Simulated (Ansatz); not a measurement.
This guess for SiC4 is about to be relaxed.

```
Si C
1.0
    -1.92298    1.92298    3.67424
     1.92298   -1.92298    3.67424
     1.92298    1.92298   -3.67424
Si C
1 4
Direct
  0.08999 0.08999 0.00000
  0.07017 0.07017 0.61841
  0.45177 0.45177 0.38159
  0.07017 0.45177 0.00000
  0.45177 0.07017 0.00000
```

Computed with DFT PBE, scalar-relativistic, plane waves, PAW (Ansatz). Cutoff 420 eV, Gaussian smearing, Γ-centred meshes. Cell and atoms relax first on a coarse mesh and then on a finer one. In between, the cell is made exact in the group found at 0.06 Å. In metals the finer mesh still leaves noise of several meV/atom or more. The steps can't lower the symmetry of their start. No spin polarisation in the relaxation; trial moments died out in a coarse test.

A guess keeps its type if space group and coordination stay and the shape of the cell changes little (axis ratios within about 15 %, angles within 6°); the volume may change.

Q: Does it keep its structure type, or change into something else?

A: It doesn't keep its type. The symmetry goes from I4mm (No. 107) to I4/mmm (No. 139). The volume per atom grows by 18.6 %, from 10.9 to 12.9 Å³. The shortest distance goes from 1.47 Å (C–C) to 1.46 Å (C–C). Counting neighbours within 15 % of an atom's shortest distance, the start has C 3, Si 4 and the end C 2, Si 4. In detail, at the end Si is surrounded by 4 C at 1.89 Å; C is surrounded by 2 C at 1.46 Å and 1 Si at 1.89 Å.

```xyz
5
Lattice="-2.0674 2.0674 3.7697 2.0674 -2.0674 3.7697 2.0674 2.0674 -3.7697" Properties=species:S:1:pos:R:3 pbc="T T T"
Si    0.0000    0.0000    3.7697
C     1.3365    1.3365    3.7697
C     0.7309    0.7309    0.0000
C    -1.3365    1.3365    3.7697
C     1.3365   -1.3365    3.7697
```

The last run used a 12×12×12 mesh for its 5-atom cell and Gaussian smearing of 0.10 eV. Weakly bound directions are ill-defined at this level, which has no dispersion term. A structure relaxed within its symmetry needn't be a true minimum.
